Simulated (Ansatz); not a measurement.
CaZnC$_{2}$O$_{6}$ in space group R-3 (No. 148; Ca on 3a, Zn on 3b, C on 6c, O on 18f) at seven volumes, r²SCAN in the plane-wave PAW code Ansatz, shape and atoms relaxed at each. One row is withheld.

```
V (Å³/atom)  P (GPa)
-----------  -------
9.742          11.70
10.063          7.14
10.384             ?
10.705         -0.02
11.026         -2.79
11.348         -5.13
11.669         -7.10
```

Task: Fit the shown pressures and predict the withheld one.

Result: P = (3/2)B₀(x^(7/2) − x^(5/2))[1 + (3/4)(B′ − 4)(x − 1)] with x = (V₀/V)^(2/3). Least squares on the six rows gives V₀ = 10.703 Å³/atom, B₀ = 100 GPa, B′ = 4.58. At V = 10.384, x = 1.0204 and P = 3.24 GPa. The run itself gave 3.27 GPa.

The workflow started from a Materials Project entry (that database holds measured and hypothetical structures alike); the Crystallography Open Database copy checked does not list it. Whether it is the stable phase at ambient conditions was not checked. The r²SCAN relaxation kept the symmetry of its start; its stability against distortions is not shown here.

Potentials: the later of the program's two PAW sets.
